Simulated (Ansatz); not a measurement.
SiS$_{2}$:
Space group Ibam (No. 72); a = 5.7479 Å, b = 8.6503 Å, c = 5.5073 Å, α = 90.00°, β = 90.00°, γ = 90.00°

| atom | site | symmetry | x | y | z |
|---|---|---|---|---|---|
| S | 8j | ..m | 0.2073 | 0.1275 | 0.0000 |
| Si | 4a | 222 | 0.0000 | 0.0000 | 0.2500 |
(The calculation used a cell of 6 atoms; values per cell refer to that cell.)

Relaxed at zero pressure with LDA (plane waves, PAW; program Ansatz).

Q: The volume is lowered by 9 % and shape and atoms relax at that volume. What pressure results, and how do the axes share the change?

A: 1.8 GPa; a -5.2 %, b -3.1 %, c -0.9 %; the energy rises by 10 meV/atom.

Q: Give the new structure.

A: 
Space group Ibam (No. 72); a = 5.4498 Å, b = 8.3796 Å, c = 5.4564 Å, α = 90.00°, β = 90.00°, γ = 90.00°

| atom | site | symmetry | x | y | z |
|---|---|---|---|---|---|
| S | 8j | ..m | 0.2227 | 0.1292 | 0.0000 |
| Si | 4a | 222 | 0.0000 | 0.0000 | 0.2500 |

The phase is kept; no other phase was compared at this pressure.

The cell was relaxed with LDA under the symmetry of its start. A crystal of weakly bound chains computed without a dispersion correction: the cell and the soft elastic constants depend strongly on that.

Potentials: the later of the program's two PAW sets.
